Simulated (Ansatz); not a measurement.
An Ansatz input:

```yaml
crystal:
  lattice:
    - [4.5094091477, 0.0, 0.0]
    - [0.0, 4.5094091477, 0.0]
    - [0.0, 0.0, 4.5094091477]
  atoms:
    - { symbol: Cr, position: [1.0, 0.0, 1.0], spin: 1.5 }
    - { symbol: Cr, position: [0.5, 0.5, 0.5], spin: 1.5 }
    - { symbol: Cr, position: [0.25, 1.0, 0.5], spin: 1.5 }
    - { symbol: Cr, position: [0.75, 1.0, 0.5], spin: 1.5 }
    - { symbol: Cr, position: [0.5, 0.25, 0.0], spin: 1.5 }
    - { symbol: Cr, position: [0.5, 0.75, 0.0], spin: 1.5 }
    - { symbol: Cr, position: [0.0, 0.5, 0.25], spin: 1.5 }
    - { symbol: Cr, position: [0.0, 0.5, 0.75], spin: 1.5 }
hamiltonian:
  xc: r2scan
  pseudopotentials:
    kind: paw
    azcp:
      Cr: "pseudopotentials/Cr.paw.azcp"
basis:
  ecutwfc: 500
  fft_grid_basis: typed
kpoints:
  mp_grid: { grid: [8, 8, 8], shift: [0, 0, 0] }
magnetization:
  spin_polarized: true
scf:
  occupations: { method: fermi_dirac, width: 0.05 }
```

and its output:

```
Engine: ansatz 0.2.0, x86_64-unknown-linux-gnu
Pseudopotentials: kind: paw
Pseudopotential: Cr, paw, valence charge 14, recommended cutoff 500 eV (meta_gga) 
Functional definition: r2SCAN
  parameter k0 = 0.174
  parameter k1 = 0.065
  parameter a1 = 4.9479
  exchange = r2scan_x(k0 = k0, k1 = k1, a1 = a1)
  correlation = r2scan_c
Crystal: 8 atoms, lattice volume = 91.698 Å³
Basis set: ecut = 500 eV, 2325 PW (Γ), exchange–correlation on 144×144×144 points (64 copies of the dense FFT grid, shifted against one another)
Bands: 75, of which v1, the nominal top of the filled ones, is band 56 counted from 1 (55 counted from 0)
Symmetry: 48 space group operations
Space group: Pm-3n (ITA 223), of the structure as read, at distance tolerance 4.5e-5 Å
Magnetic group: BNS 223.104 (UNI 1606), of the structure as read, at distance tolerance 4.5e-5 Å
k-points: 35 of 512
Non-local potential: Cr, projectors of the file, l = 0: 3, l = 1: 2, l = 2: 3, l = 3: 1
PAW form: soft (Blöchl's): semilocal exchange-correlation on the pseudo side does not see the compensation charge
PAW frozen core: Cr, regenerated for the run's functional (the file was generated under x = pbe(κ = 0.804, μ = 0.2195149727645171), c = pbe(β = 0.06672455060314922))
PAW one-centre angular grid: Cr, 590 points (default); XC on 160 Gauss nodes
Initial density: superposition of atomic densities (chi_scale 0.1, normalization cell)
Starting moments: Σ|m| = 12 μB on 8 of 8 sites
Initial wavefunctions: pseudopotential atomic-orbital guess
Functional: x = r2scan, c = r2scan; τ floored in thin density (d = 2e-4 eV/Å³)
SCF iter   1: F=—  HF=-27071.594940 eV  |F-HF|=—  |Δ(HF+E_count)|=         —  Δρ=1.60e-1 (↑1.60e-1 ↓7.82e-2)  dr2=3.90e1  dr2_τ=2.04e-1  dr2_m=2.35e0  M=6.495 μB ∫|m|=6.495 μB  β_m=0.65  ethr=3.10e-3  ⟨swp⟩=4.0  Hψ=14915  notcnv=0
Mixer restart at iter 1: flushing history
spin=Collinear: Kerker preconditioning applied to the charge; magnetization (m = ρ↑ − ρ↓) channel mixes plain (no charge-response kernel on spin).
SCF iter   2: F=—  HF=-27058.996181 eV  |F-HF|=—  |Δ(HF+E_count)|=    1.26e1  Δρ=7.89e-2 (↑7.89e-2 ↓4.91e-2)  dr2=1.21e1  dr2_τ=1.35e-1  dr2_m=4.07e-1  M=5.799 μB ∫|m|=5.812 μB  β_m=1.00  ethr=3.10e-3  ⟨swp⟩=2.9  Hψ=10788  notcnv=0  defer=407  κ⁻¹=1.0e0(r=1)
SCF iter   3: F=—  HF=-27056.979261 eV  |F-HF|=—  |Δ(HF+E_count)|=    2.02e0  Δρ=2.34e-2 (↑2.34e-2 ↓2.05e-2)  dr2=7.94e-1  dr2_τ=2.32e-2  dr2_m=7.18e-2  M=4.227 μB ∫|m|=4.383 μB  β_m=1.00  ethr=3.10e-3  ⟨swp⟩=2.6  Hψ=10171  notcnv=0  defer=407  κ⁻¹=2.4e-2(r=2)
...
SCF 1 converged in 21 iterations: F = -27058.887680 eV  dr2 = 4.82e-9
...
iter 36 did not close the SCF: its close was put off for a magnetic moment that had not settled (scf_convergence_deferred on its scf_iter line)
SCF iter  36: F=-27058.887680 eV  HF=-27058.887680 eV  |F-HF|=9.24e-10  |Δ(HF+E_count)|=   3.50e-8  Δρ=1.30e-6 (↑8.90e-7 ↓1.30e-6)  dr2=3.50e-9  dr2_τ=4.57e-11  dr2_m=1.94e-10  M=-0.000 μB ∫|m|=0.001 μB  β_m=1.20  ethr=7.02e-12  ⟨swp⟩=1.0  Hψ=14829  notcnv=0  κ⁻¹=1.9e-6(r=8)
SCF iter  37: F=-27058.887680 eV  HF=-27058.887680 eV  |F-HF|=2.03e-9  |Δ(HF+E_count)|=   4.71e-9  Δρ=4.85e-7 (↑4.85e-7 ↓3.04e-7)  dr2=2.23e-10  dr2_τ=5.94e-12  dr2_m=7.34e-11  M=0.000 μB ∫|m|=0.000 μB  ethr=3.12e-12  ⟨swp⟩=1.0  Hψ=15484  notcnv=0
SCF 2 converged in 37 iterations: F = -27058.887680 eV  dr2 = 2.23e-10
WARN: the starting moments were not kept: the SCF closed with an absolute magnetisation of 6.6e-5 μB, where they sum to 12 μB in size (8 sites). That is at most 0.1 of that sum. Measured as dr2_m measures the in/out step, that magnetisation stands 6.8e-10 eV from none, at or under the dr2_threshold of 1.0e-7 eV: it is no larger than a step whose dr2_m would equal this threshold. The system may hold no moment; this SCF shows only that its start led to no more than that. To try another start: raise the starting moments (crystal.atoms[].spin, magnetization.per_species, magnetization.initial_magnetization, or on a non-collinear deck that types none of these the spinor_matrix: blocks that start its atoms; where the total moment is fixed, keep their sum and leave initial_magnetization as it is; typed ones take the place of any that the run laid by itself, positive ones on a crystal's lanthanoids without a Hubbard term where scf.initial_density.shell_occupations: [] is typed) or, if the notice of its spin-set hold's release reads "site moments contracting" or "site moments show no strong build", lengthen the hold (scf.mixing.spin_hold: { on: { confirm: 4 } }; for m-r²SCAN on two components see the key's manual first). Each may lead to a state that holds a moment. A second SCF, from the converged charge density, with the starting moments and any scf.initial_density.shell_occupations laid on it anew, would have followed, and was not run: the deck does not ask for one (magnetization.retry_lost_moments is false, the default). To let it run, set magnetization.retry_lost_moments: true and run the deck again, where that key's refused combinations let it; where memory then withholds it, that run's warning says so.
this state was not tested for a lower state beside it, because the mixer in use, unlike msr1, does not test its closes by its own steps (another_mixer; see scf.mixing.algorithm and scf.lower_state_search)
SCF converged after 21 iterations
Magnetization: -0.0000 μB (56.0000 up, 56.0000 down)
Absolute magnetization: 0.0001 μB (∫|ρ↑−ρ↓|, with the PAW one-centre terms)
Spin contamination: 0.0000 ħ² per cell (⟨S²⟩ above its minimum at these occupations)
Per-site moments (μB) at R_I (Å): [(1.4157862819353955e-5, 1.0398449936135856), (1.4157862819555967e-5, 1.0398449936135856), (-5.412475685813625e-6, 0.9300656367131249), (-5.412475685673372e-6, 0.9300656367131249), (-5.412475685724208e-6, 0.9300656367131249), (-5.412475685648777e-6, 0.9300656367131249), (-5.412475685479277e-6, 0.9300656367131249), (-5.412475685417859e-6, 0.9300656367131249)]
Free energy (F): -27058.887680 eV
Harris-Foulkes:  -27058.887680 eV  (|F-HF|=3.71e-9)
Internal energy: -27058.855158 eV  (E = F + TS)
E sigma→0 (E₀):  -27058.871419 eV
Entropy (-TS):   -0.032522 eV (-4.065 meV/atom)
Fermi energy:    19.385613 eV
--- Per-component energies (eV) ---
  E_band       = -1279.615944
  E_kinetic    = 2752.119893
  E_local      = -9393.147224  (includes V_loc(G=0)·N_el)
  E_nonlocal   = 629.519537
  E_hartree    = 4106.573110
  E_xc         = -1105.423480
  E_vxc        = -1608.776270  (∫ρ·V_xc dr)
  E_paw        = -9617.496696  (= ΣΔE_a)
  E_vpaw       = -1974.009813  (= ΣTr[D̂ρ^β])
  E_aug_tail   = 0.001664  (compensation charges beyond the density's cutoff)
  E_vtau       = 101.528998  (kinetic-family band-sum trace: ∫τ·v_τ [+ j·A + Jᵃ·Aᵃ] dr)
  E_ewald      = -14428.823343
  E_core_change = -2.178619  (= ΣΔE_core)
  E_smearing   = -0.032522  (= −TS)
  E_closure    = -0.000000  (closes the sum)
  Σ components = -27058.887680   (vs F -27058.887680, Δ=0.00e0)
```
